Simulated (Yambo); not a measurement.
Yambo run on Ba2LuNbO6 (space group Fm-3m, No. 225). The wavefunctions are norm-conserving PBEsol (Quantum ESPRESSO, 100 Ry, without SOC) ones on a 2×2×2 mesh (47 occupied bands); a = b = c = 5.941 Å, α = β = γ = 60.00°.

Yambo input:

```
rim_cut
HF_and_locXC
RandQpts= 1000000
RandGvec= 1 Ry
EXXRLvcs= 100 Ry
VXCRLvcs= 400 Ry
% QPkrange
 1 | 1 | 47 | 48 |
 2 | 2 | 47 | 48 |
 3 | 3 | 47 | 48 |
%
```

k points by index: 1 = Γ, 2 = L, 3 = X.

Resulting energies as the program prints them:

```
#    K-point    Band    Eo [eV]    Ehf [eV]    Vxc [eV]    Vnlxc [eV]
#
    1    47    0.000000    -4.300595    -23.59368    -27.89427
    1    48    2.825948    8.114961    -15.25514    -9.966128
    2    47    -0.338715    -4.950613    -21.56959    -26.18149
    2    48    3.715800    9.483724    -16.76567    -10.99775
    3    47    -0.150372    -5.227204    -19.30081    -24.37764
    3    48    2.873177    8.560963    -15.45768    -9.769896
```
Exchange alone, without screening.

Geometry of the Materials Project entry, not relaxed at this level.

The structure is a Materials Project entry; no match was found in the copy of COD used, and its stability was not checked.
